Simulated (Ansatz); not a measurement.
# BaH2Pd2 in Ansatz, settings compared

Run with:

```bash
ansatz run input.yaml --threads 1 --pin off --max-ram 2560MiB --backend cpu --events-out ev --progress --plain --runs-dir out
```

The input file (Ansatz 0.2.0, plane waves):

```yaml
crystal:
  lattice:
    - [4.178883, 0.0, 0.0]
    - [0.0, 4.178883, 0.0]
    - [0.0, 0.0, 10.121254]
  atoms:
    - { symbol: H, position: [0.0, 0.5, 0.867] }
    - { symbol: H, position: [0.5, 0.0, 0.133] }
    - { symbol: Pd, position: [0.0, 0.0, 0.0] }
    - { symbol: Pd, position: [0.5, 0.5, 0.0] }
    - { symbol: Pd, position: [0.0, 0.5, 0.631] }
    - { symbol: Pd, position: [0.5, 0.0, 0.369] }
    - { symbol: Ba, position: [0.0, 0.5, 0.253] }
    - { symbol: Ba, position: [0.5, 0.0, 0.747] }
    - { symbol: H, position: [0.0, 0.0, 0.5] }
    - { symbol: H, position: [0.5, 0.5, 0.5] }
  symmetry: { tolerance: 0.0003 }
kpoints:
  mp_grid: { grid: [4, 4, 2], shift: [0, 0, 0] }
magnetization:
  spin_polarized: false
scf:
  occupations: { method: fermi_dirac, width: 0.0303 }
hamiltonian:
  pseudopotentials: { kind: paw }
  xc: pbe
basis:
  ecutwfc: 420
output:
  forces: true
  stress: true
  eigenvalues: true
```

Origin of the cell: a known structure type with other elements, at an estimated volume, so it need not be a known compound.

Output of this run (shortened):

```
Pseudopotentials: kind: paw
Pseudopotential: H, paw, valence charge 1, recommended cutoff 420 eV (normal), H.paw.azcp
Pseudopotential: Pd, paw, valence charge 18, recommended cutoff 420 eV (normal), Pd.paw.azcp
Pseudopotential: Ba, paw, valence charge 10, recommended cutoff 420 eV (normal), Ba.paw.azcp
Functional definition: PBE
  exchange = pbe_x(kappa = kappa, mu = beta*pi^2/3)
  correlation = pbe_c(beta = beta)
Crystal: 10 atoms, lattice volume = 176.748 Å³
Basis set: ecut = 420 eV, 3409 PW (Γ), exchange–correlation on 60×60×144 points (8 copies of the dense FFT grid, shifted against one another)
Bands: 58, of which v1, the nominal top of the filled ones, is band 48 counted from 1 (47 counted from 0)
Symmetry: 16 space group operations
Space group: P4/nmm (ITA 129), of the structure as read, at distance tolerance 1.7e-3 Å
[… 7 lines left out …]
Initial density: superposition of atomic densities (neutral atoms: chi_scale 0, normalization atom), corrected by the library's trained network
Functional: x = pbe(κ = 0.804, μ = 0.219515), c = pbe(β = 0.066725)
SCF iter   1: F=—  HF=-39853.220869 eV  Δρ=7.80e-3  dr2=1.31e-1  defer=3
SCF iter   2: F=—  HF=-39853.206496 eV  Δρ=2.47e-3  dr2=9.71e-3  defer=30
SCF iter   3: F=—  HF=-39853.205634 eV  Δρ=9.19e-4  dr2=2.28e-3  defer=30
SCF iter   4: F=—  HF=-39853.205622 eV  Δρ=2.18e-4  dr2=2.56e-4  defer=30
SCF iter   5: F=—  HF=-39853.205627 eV  Δρ=6.81e-5  dr2=3.55e-5  defer=30
SCF iter   6: F=—  HF=-39853.205662 eV  Δρ=3.16e-5  dr2=4.06e-6  defer=30
SCF iter   7: F=—  HF=-39853.205661 eV  Δρ=1.46e-5  dr2=1.21e-6  defer=30
SCF iter   8: F=-39853.205661 eV  HF=-39853.205661 eV  Δρ=6.81e-6  dr2=5.55e-8
SCF 1 converged in 8 iterations: F = -39853.205661 eV  dr2 = 5.55e-8
SCF converged after 8 iterations
Free energy (F): -39853.205661 eV
Harris-Foulkes:  -39853.205661 eV  (|F-HF|=1.84e-8)
Internal energy: -39853.192133 eV  (E = F + TS)
E sigma→0 (E₀):  -39853.198897 eV
Entropy (-TS):   -0.013528 eV (-1.353 meV/atom)
Fermi energy:    10.523835 eV
--- Per-component energies (eV) ---
  E_band       = -1218.137162
  E_kinetic    = 2444.375889
  E_local      = -12075.086950  (includes V_loc(G=0)·N_el)
  E_nonlocal   = 995.832610
  E_hartree    = 4986.982594
  E_xc         = -1039.139502
  E_vxc        = -1153.706669  (∫ρ·V_xc dr)
  E_paw        = -25462.046213  (= ΣΔE_a)
  E_vpaw       = -1403.504109  (= ΣTr[D̂ρ^β])
  E_aug_tail   = -0.002698  (compensation charges beyond the density's cutoff)
  E_ewald      = -9704.107864
  E_smearing   = -0.013528  (= −TS)
  Σ components = -39853.205661   (vs F -39853.205661, Δ=0.00e0)
--- Forces (eV/Å), atoms counted from 1 ---
  atom   1  H      0.000000     0.000000     0.013949
  atom   2  H      0.000000     0.000000    -0.013949
  atom   3  Pd     0.000000     0.000000    -0.000000
[… 2 lines left out …]
  atom   6  Pd     0.000000     0.000000     0.877645
  atom   7  Ba    -0.000000     0.000000     0.313789
  atom   8  Ba    -0.000000     0.000000    -0.313789
  atom   9  H      0.000000     0.000000     0.000000
  atom  10  H      0.000000     0.000000    -0.000000
  max |Σ_I F_I| component: 1.11e-16 eV/Å
--- Stress (GPa, compression-positive) ---
       -4.819663       0.000000       0.000000
        0.000000      -4.819663       0.000000
        0.000000       0.000000      -9.149061
  P = ⅓ Tr σ = -6.2628 GPa (-62.628 kbar)
```

The same input was run again with these changes:

1. `crystal.symmetry` { tolerance: 0.0003 } → { detect: false }; `basis.xc_grid` default → 2
2. `hamiltonian.xc` pbe → r2scan; `hamiltonian.dispersion` default → d3bjatm
3. `hamiltonian.xc` pbe → r2scan; `basis.ecutwfc` 420 → "700 eV"; `scf.algorithm` default → direct_min
4. `basis.ecutwfc` 420 → "25.7 Ry"

```json
{"run": "base", "end": "converged", "SCF iterations": "8", "P (GPa)": "-6.26", "max force component (eV/Å)": "0.878", "moment (μB)": "–", "ΔE(σ→0) (meV/atom)": "0"}
{"run": "1", "end": "converged", "SCF iterations": "8", "P (GPa)": "-6.26", "max force component (eV/Å)": "0.878", "moment (μB)": "–", "ΔE(σ→0) (meV/atom)": "0.00"}
{"run": "2", "end": "converged", "SCF iterations": "9", "P (GPa)": "-7.98", "max force component (eV/Å)": "0.770", "moment (μB)": "–", "ΔE(σ→0) (meV/atom)": "–"}
{"run": "3", "end": "converged", "SCF iterations": "8", "P (GPa)": "-7.46", "max force component (eV/Å)": "0.782", "moment (μB)": "–", "ΔE(σ→0) (meV/atom)": "–"}
{"run": "4", "end": "converged", "SCF iterations": "8", "P (GPa)": "-6.27", "max force component (eV/Å)": "0.878", "moment (μB)": "–", "ΔE(σ→0) (meV/atom)": "6.21"}
```

Energies are compared only where functional, datasets, charge and starting cell are the same.

Not properties of the system: run 4 (too coarse or loose: `basis.ecutwfc` = "25.7 Ry").

Caveats of the base run: the k mesh is coarse if the cell is a metal.

Run 2: the cutoff lies below the datasets' advice.
Run 4: the cutoff lies below the datasets' advice.

The base run took 6.5 s on 1 thread of Intel(R) Xeon(R) Platinum 8559C (Emerald Rapids), with other jobs on the host, peak memory 0.58 GiB, from the program's own first density.
